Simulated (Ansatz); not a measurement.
FeCo in space group Cmmm (No. 65; Fe on 2c, Co on 2a), PBE in the plane-wave PAW code Ansatz, all energies at zero smearing, with the estimated change up to a 700 eV cutoff added, with one set of potentials and settings (totals compare only within such a set). Cell of 2 atoms (1 Fe, 1 Co): -9606.677 eV.

```json
[
 {"element": "Fe", "reference phase": "Im-3m, 1 atoms in the cell, spin-polarised", "E (eV/atom)": "-4480.4888"},
 {"element": "Co", "reference phase": "P6_3/mmc, 2 atoms in the cell, spin-polarised", "E (eV/atom)": "-5126.1559"}
]
```

Formation energy per atom, worked out: (-9606.677 − 1×(-4480.4888) − 1×(-5126.1559))/2 = -0.016 eV/atom (-2 kJ per mol of atoms), at 0 K, without zero-point energy or fitted corrections.

The workflow started from a Materials Project entry (that database holds measured and hypothetical structures alike); the Crystallography Open Database copy checked does not list it. With Fe and Co taken as one species the cell has the higher symmetry Im-3m, so it may be an ordered model of a mixed-site phase. It is not the phase usual at ambient conditions (space group No. 221). Symmetry was held in the PBE relaxation; whether a distortion lowers the energy is not shown. Spin order of the final state: ferromagnetic, chosen from 5 collinear starts compared on coarse meshes (ties went to the first, and starts can fall back to one state), not a proven ground state. The references are the lowest solids computed at this level, not always the standard phases.

Potentials: the later of the program's two PAW sets.
